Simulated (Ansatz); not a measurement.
A geometry of SiRu away from equilibrium: the start of the relaxation of a relaxed SiRu cell deformed by the Cartesian strain tensor (xx, yy, zz, yz, xz, xy) = (0.052, -0.100, 0.047, 0.016, -0.007, -0.057). Computed with r2SCAN (plane waves to 500 eV, PAW, scalar-relativistic; Ansatz, a first-principles code). Γ-centred k-mesh 5×6×5 on the run's cell (coarser than for final values), Fermi–Dirac smearing 0.05 eV.

```xyz
8
Lattice="4.9494 -0.2682 -0.0329 -0.2682 4.2343 0.0753 -0.0329 0.0753 4.9259" Properties=species:S:1:pos:R:3:forces:R:3 pbc="T T T" free_energy=-26122.177 pressure_GPa=11.9
Ru     0.6016     0.5230     0.6430    0.6204    1.0568   -0.7625
Ru     2.9872     1.4659     4.2955   -0.4892   -1.9279    1.5339
Ru     4.1279     2.4595     1.8442    0.2915    1.5808    1.3393
Ru     1.5800     3.6343     3.1537   -0.7558   -0.7128   -0.6346
Si     3.8934     3.3851     4.1614    0.5357    2.0989   -0.7336
Si     1.4880     2.7264     0.8386    0.5570   -0.0384    0.0541
Si     0.6914     1.4358     3.2829   -0.3916   -0.1274   -0.0430
Si     3.2237     0.5354     1.6534   -0.3679   -1.9300   -0.7535
```

Positions in Å, forces in eV/Å, free energy of the cell in eV (comparable only within this code, potentials and settings). Largest force: 2.51 eV/Å, on Ru2 (atoms numbered as listed); the geometry lies 0.27 eV/atom above the end of its relaxation.

No spin polarisation in the result.

The first start was generated by placing the elements on the sites of a structure type. Materials Project lists a structure of SiRu in the same space group, P2₁3 (No. 198); the sites were not compared with it, nor with measured phases.
